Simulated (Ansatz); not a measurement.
The relaxed structure here is a generated cell of MnSi: the first start was made by a random draw of sites in a space group, and the end was not matched to a known phase here, so it may be hypothetical. Known forms of MnSi include space group No. 198.

The end point of a relaxation of MnSi. Space group Cmmm (No. 65). All values below come from r2SCAN (plane waves to 500 eV, PAW, scalar-relativistic; Ansatz, a quantum-chemistry and plane-wave program).

```cif
data_Mn6Si6
_chemical_formula_sum 'Mn6 Si6'
_space_group_name_H-M_alt 'Cmmm'
_space_group_IT_number 65
_space_group_name_Hall '-C 2 2'
_cell_length_a 8.28857
_cell_length_b 8.87049
_cell_length_c 2.74251
_cell_angle_alpha 90.000
_cell_angle_beta 90.000
_cell_angle_gamma 90.000
loop_
_atom_site_label
_atom_site_type_symbol
_atom_site_symmetry_multiplicity
_atom_site_Wyckoff_symbol
_atom_site_fract_x
_atom_site_fract_y
_atom_site_fract_z
_atom_site_occupancy
Mn1 Mn 4 e 0.25000 0.25000 0.00000 1
Mn2 Mn 2 b 0.00000 0.50000 0.00000 1
Si1 Si 2 d 0.50000 0.50000 0.50000 1
Si2 Si 4 j 0.50000 0.22597 0.50000 1
```
(The calculation used a cell of 6 atoms; values per cell refer to that cell.)

Task: Predict the magnetic moment from r2SCAN.

Result: Net 0.64 μB/atom, ferrimagnetic.

Spin state reached: ferrimagnetic (net 0.64 μB/atom), from parallel starting moments; other spin orders were not run from this start. r2SCAN tends to overstate moments in metals.

The run could not lose the symmetry of its start, so the end can be a saddle point.
